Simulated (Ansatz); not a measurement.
Relaxed ZnO (wurtzite):

```
ZnO
1.0
    3.22975     0.00000     0.00000
   -1.61488     2.79705     0.00000
    0.00000     0.00000     5.21478
Zn O
2 2
Direct
  0.66667   0.33333   0.00204
  0.33333   0.66667   0.50204
  0.66667   0.33333   0.62316
  0.33333   0.66667   0.12316
```

Level of theory: PBEsol (plane waves to 420 eV, PAW, scalar-relativistic; Ansatz, a quantum-chemistry and plane-wave program). k mesh 9×9×5 (Γ-centred), Fermi-Dirac smearing 0.05 eV. ZnO was relaxed with its symmetry unable to fall.

One atom of the cell was then moved (with its periodic images), all else fixed, and the forces (eV/Å) came out as:

| atom | Fx | Fy | Fz |
|---|---|---|---|
| Zn1 | -0.044 | 0.026 | -0.608 |
| Zn2 | 0.732 | -0.423 | 0.803 |
| O3 | -0.714 | 0.412 | 0.385 |
| O4 | 0.027 | -0.015 | -0.580 |

Question: Which atom was moved, and by which vector (Å)?

Answer: Zn2, by (-0.32, 0.18, -0.13), 0.39 Å in all.

(For displaced atoms, the force is minus the slope of the energy, and its curvature is a force constant, which sets phonon frequencies.)
